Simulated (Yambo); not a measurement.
G0W0@PBE for BeTe (zinc blende, space group F-43m, No. 216) in Yambo. Reference settings: 4×4×4 Γ-centred k mesh, bands 6 to 200 and a 15 Ry block in the screening, 200 bands in G with the Bruneval-Gonze terminator, plasmon pole fitted at 27.2 eV. The PBE gap Γ → X on this mesh is 1.96 eV; G0W0 gaps are taken between the same points.

Gap (Γ → X) in eV against the number of bands and the screening block, terminator on:

| bands (W and G) | 3 Ry | 6 Ry | 9 Ry | 12 Ry | 15 Ry |
|---|---|---|---|---|---|
| 41 | 2.526 | 2.628 | 2.678 | 2.684 | 2.688 |
| 67 | 2.532 | 2.658 | 2.732 | 2.740 | 2.747 |
| 107 | 2.538 | 2.677 | 2.769 | 2.780 | 2.789 |
| 153 | 2.542 | 2.686 | 2.791 | 2.804 | 2.817 |
| 200 | 2.542 | 2.690 | 2.801 | 2.817 | 2.831 |

Rough cost of the Yambo step against the reference (shared machines):

| bands (W and G) | 3 Ry | 6 Ry | 9 Ry | 12 Ry | 15 Ry |
|---|---|---|---|---|---|
| 41 | 1/10 | 1/10 | 1/8 | 1/6 | 1/5 |
| 67 | 1/6 | 1/6 | 1/5 | 1/4 | 1/3 |
| 107 | 1/4 | 1/4 | 1/3 | 1/2 | ~1 |
| 153 | 1/3 | 1/2 | ~1 | ~1 | ~1 |
| 200 | ~1 | ~1 | ~1 | ~1 | 1 |

At the largest block the last step in bands moves the gap by 0.014 eV; at the most bands the last step in the block moves it by 0.014 eV.

Without spin-orbit coupling, band edges of such heavy elements can be off by tenths of an eV.

Geometry relaxed with PBEsol; primitive cell a = b = c = 3.965 Å, α = β = γ = 60.00°.

The potentials are those of PseudoDojo's stringent table.
